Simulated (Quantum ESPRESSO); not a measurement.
# Si3FO4N: input and log of a self-consistent run

Simulated, not a measurement. The program is pw.x of Quantum ESPRESSO 7.5 (plane-wave density functional theory). The cell is made up: 9 atoms on a quartz lattice, with randomly drawn elements, strain and displacements, not relaxed. PseudoDojo standard norm-conserving files (v0.5 for PBE, v0.4.1 for LDA and PBEsol) set the functional; there is no spin polarisation, spin-orbit coupling or dispersion term, and the masses in the input are unused placeholders.

Input:

```
&control calculation='scf', pseudo_dir='./dojo.nc.sr.pbe.v0_5.standard.upf', outdir='./o', disk_io='medium', tprnfor=.true., tstress=.true. /
&system ibrav=0, nat=9, ntyp=4, nbnd=30, ecutwfc=105.61755193, nosym=.true., tot_charge=0,
 occupations='smearing', smearing='fd', degauss=0.0018374661
/
&electrons conv_thr=7.350e-09, electron_maxstep=60, /
ATOMIC_SPECIES
F 1.0 F.upf
N 1.0 N.upf
O 1.0 O.upf
Si 1.0 Si.upf
CELL_PARAMETERS angstrom
5.0878 0.0 0.0
-2.5439 4.4062 0.0
0.0 0.0 5.5844
ATOMIC_POSITIONS angstrom
Si 2.3981 -0.0897 3.7817
Si -1.2047 2.1541 1.7269
Si 1.359 2.4214 -0.0793
F 1.4148 1.1584 4.403
O 3.36 0.6698 2.5336
O 2.877 2.6624 0.5646
N 0.1836 1.9075 1.1424
O -1.0246 3.2673 3.0219
O 0.8623 3.7703 4.8455
K_POINTS automatic
7 7 6 1 1 1
```

The log is shortened where brackets say so; the opening notice, blank lines, dates and the lines on written files are dropped, and the path of the files is cut. It prints rydbergs, bohrs and kilobars, and counts compression as positive stress. With no partly filled state, the Fermi energy that it prints is only some level between the filled and the empty states on the mesh, and need not lie in the true gap.

```
     Program PWSCF v.7.5
     Parallel version (MPI & OpenMP), running on       1 processor cores
     Number of MPI processes:                 1
     Threads/MPI process:                     1
     [start-up lines left out]
     bravais-lattice index     =            0
     lattice parameter (alat)  =       9.6145  a.u.
     unit-cell volume          =     844.8262 (a.u.)^3
     number of atoms/cell      =            9
     number of atomic types    =            4
     number of electrons       =        48.00
     number of Kohn-Sham states=           30
     kinetic-energy cutoff     =     105.6176  Ry
     charge density cutoff     =     422.4702  Ry
     scf convergence threshold =      7.3E-09
     mixing beta               =       0.7000
     number of iterations used =            8  plain     mixing
     Exchange-correlation= PBE
                           (   1   4   3   4   0   0   0)
     [axes and pseudopotential details left out]
   Cartesian axes
     site n.     atom                  positions (alat units)
         1        Si     tau(   1) = (   0.4713432  -0.0176304   0.7432879  )
         2        Si     tau(   2) = (  -0.2367821   0.4233854   0.3394198  )
         3        Si     tau(   3) = (   0.2671096   0.4759228  -0.0155863  )
         4        F      tau(   4) = (   0.2780770   0.2276819   0.8654035  )
         5        O      tau(   5) = (   0.6604033   0.1316483   0.4979755  )
         6        O      tau(   6) = (   0.5654703   0.5232910   0.1109713  )
         7        N      tau(   7) = (   0.0360863   0.3749165   0.2245371  )
         8        O      tau(   8) = (  -0.2013837   0.6421833   0.5939502  )
         9        O      tau(   9) = (   0.1694839   0.7410472   0.9523763  )
     number of k points=   147  Fermi-Dirac smearing, width (Ry)=  0.0018
     Number of k-points >= 100: set verbosity='high' to print them.
     Dense  grid:   123981 G-vectors     FFT dimensions: (  64,  64,  72)
     Estimated max dynamical RAM per process >     155.42 MB
     Initial potential from superposition of free atoms
     starting charge      47.9981, renormalised to      48.0000
     Starting wfcs are   36 randomized atomic wfcs
     total cpu time spent up to now is       37.2 secs
     per-process dynamical memory:   120.6 Mb
     Self-consistent Calculation
     iteration #  1     ecut=   105.62 Ry     beta= 0.70
     Davidson diagonalization with overlap
     ethr =  1.00E-02,  avg # of iterations =  3.0
     total cpu time spent up to now is      308.4 secs
     total energy              =    -227.05101137 Ry
     estimated scf accuracy    <       2.80412914 Ry
     iteration #  2     ecut=   105.62 Ry     beta= 0.70
     Davidson diagonalization with overlap
     ethr =  5.84E-03,  avg # of iterations =  3.1
     total cpu time spent up to now is      628.4 secs
     total energy              =    -227.44878025 Ry
     estimated scf accuracy    <       3.39730107 Ry
     iteration #  3     ecut=   105.62 Ry     beta= 0.70
     Davidson diagonalization with overlap
     ethr =  5.84E-03,  avg # of iterations =  2.7
     total cpu time spent up to now is      877.8 secs
     total energy              =    -228.22272368 Ry
     estimated scf accuracy    <       0.25240114 Ry
     iteration #  4     ecut=   105.62 Ry     beta= 0.70
     Davidson diagonalization with overlap
     ethr =  5.26E-04,  avg # of iterations =  2.6
     total cpu time spent up to now is     1130.7 secs
     total energy              =    -228.24179446 Ry
     estimated scf accuracy    <       0.04052513 Ry
     iteration #  5     ecut=   105.62 Ry     beta= 0.70
     Davidson diagonalization with overlap
     ethr =  8.44E-05,  avg # of iterations =  7.7
     total cpu time spent up to now is     1365.1 secs
     total energy              =    -228.25181663 Ry
     estimated scf accuracy    <       0.00408759 Ry
     [iterations 6 to 7 left out]
     iteration #  8     ecut=   105.62 Ry     beta= 0.70
     Davidson diagonalization with overlap
     ethr =  1.70E-07,  avg # of iterations =  2.0
     total cpu time spent up to now is     1879.8 secs
     total energy              =    -228.25252436 Ry
     estimated scf accuracy    <       0.00001650 Ry
     iteration #  9     ecut=   105.62 Ry     beta= 0.70
     Davidson diagonalization with overlap
     ethr =  3.44E-08,  avg # of iterations =  3.0
     total cpu time spent up to now is     2034.7 secs
     total energy              =    -228.25252947 Ry
     estimated scf accuracy    <       0.00000419 Ry
     iteration # 10     ecut=   105.62 Ry     beta= 0.70
     Davidson diagonalization with overlap
     ethr =  8.72E-09,  avg # of iterations =  2.0
     total cpu time spent up to now is     2174.0 secs
     total energy              =    -228.25253001 Ry
     estimated scf accuracy    <       0.00000036 Ry
     iteration # 11     ecut=   105.62 Ry     beta= 0.70
     Davidson diagonalization with overlap
     ethr =  7.58E-10,  avg # of iterations =  2.1
     total cpu time spent up to now is     2335.3 secs
     total energy              =    -228.25253005 Ry
     estimated scf accuracy    <       0.00000005 Ry
     iteration # 12     ecut=   105.62 Ry     beta= 0.70
     Davidson diagonalization with overlap
     ethr =  9.61E-11,  avg # of iterations =  3.8
     total cpu time spent up to now is     2499.3 secs
     End of self-consistent calculation
     Number of k-points >= 100: set verbosity='high' to print the bands.
     the Fermi energy is     4.9596 ev
!    total energy              =    -228.25253006 Ry
     estimated scf accuracy    <          2.8E-09 Ry
     smearing contrib. (-TS)   =      -0.00000000 Ry
     internal energy E=F+TS    =    -228.25253006 Ry
     The total energy is F=E-TS. E is the sum of the following terms:
     one-electron contribution =    -116.66020645 Ry
     hartree contribution      =      82.60741459 Ry
     xc contribution           =     -60.69769825 Ry
     ewald contribution        =    -133.50203994 Ry
     convergence has been achieved in  12 iterations
     Forces acting on atoms (cartesian axes, Ry/au):
     atom    1 type  4   force =     0.09643549    0.05267005   -0.23831326
     atom    2 type  4   force =    -0.09449263   -0.05451560    0.13436753
     atom    3 type  4   force =    -0.08624745   -0.01986195    0.32152703
     atom    4 type  1   force =     0.00358494   -0.02501718   -0.03047766
     atom    5 type  3   force =    -0.06461639    0.04330833    0.06690448
     atom    6 type  3   force =    -0.10337274    0.00094123   -0.06844569
     atom    7 type  2   force =     0.30020578   -0.01214007   -0.19016188
     atom    8 type  3   force =    -0.07172216   -0.02225229    0.01394255
     atom    9 type  3   force =     0.02022514    0.03686748   -0.00934309
     Total force =     0.609609     Total SCF correction =     0.000043
     Computing stress (Cartesian axis) and pressure
          total   stress  (Ry/bohr**3)                   (kbar)     P=        0.94
   0.00029461  -0.00060286   0.00025817           43.34      -88.68       37.98
  -0.00060286   0.00004921   0.00027458          -88.68        7.24       40.39
   0.00025817   0.00027458  -0.00032461           37.98       40.39      -47.75
     init_run     :     36.72s CPU     37.10s WALL (       1 calls)
     electrons    :   2406.81s CPU   2462.17s WALL (       1 calls)
     forces       :     21.59s CPU     21.82s WALL (       1 calls)
     stress       :     78.04s CPU     78.27s WALL (       1 calls)
     [timing details left out]
     PWSCF        :  42m23.70s CPU  43m20.79s WALL
     JOB DONE.
```

In other units: free energy -3105.534 eV for the cell, pressure 0.09 GPa, largest force component 8.267 eV/Å. This run is the check on a run of the same cell at 1143 eV and a 5 x 5 x 4 mesh: rerunning at 1437 eV and a 7 x 7 x 6 mesh moved values by no more than 0.002 eV in energy, 0.02 GPa in stress and 0.002 eV/Å in force.